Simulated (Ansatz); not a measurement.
Cu Kα1 powder pattern (kinematic, no thermal factors).
2θ (°) (relative intensity): 10.02 (4), 20.45 (1), 22.82 (3), 22.91 (1), 28.84 (2), 36.89 (1), 37.40 (100), 40.87 (39), 41.36 (75), 47.74 (49), 64.61 (19), 65.32 (18), 68.52 (16), 72.81 (13), 74.76 (12), 75.75 (6), 76.19 (12), 86.39 (8), 87.03 (8), 88.59 (4), 89.87 (8)

The pattern is computed from a structure relaxed with Ansatz, DFT PBE, scalar-relativistic, plane waves, PAW. No spin polarisation. Its elements are Ge, Mo, Ti.

Question: Give the structure.

Answer: Ti₃Ge₈Mo.
Space group C222 (No. 21). a = 5.019 Å, b = 8.636 Å, c = 8.824 Å, α = 90.00°, β = 90.00°, γ = 90.00°
| atom | site | symmetry | x | y | z |
| --- | --- | --- | --- | --- | --- |
| Ti | 4k | ..2 | 0.2500 | 0.2500 | 0.7506 |
| Ti | 2d | 222 | 0.0000 | 0.0000 | 0.5000 |
| Ge | 8l | 1 | 0.2478 | 0.0858 | 0.2494 |
| Ge | 4h | .2. | 0.5000 | 0.1660 | 0.5000 |
| Ge | 4g | .2. | 0.5000 | 0.6678 | 0.0000 |
| Mo | 2b | 222 | 0.5000 | 0.0000 | 0.0000 |

A pattern alone doesn't exclude other cells with like lines; this is the one computed.

It was reached by relaxing an invented guess, and it needn't be the stable form of this composition.
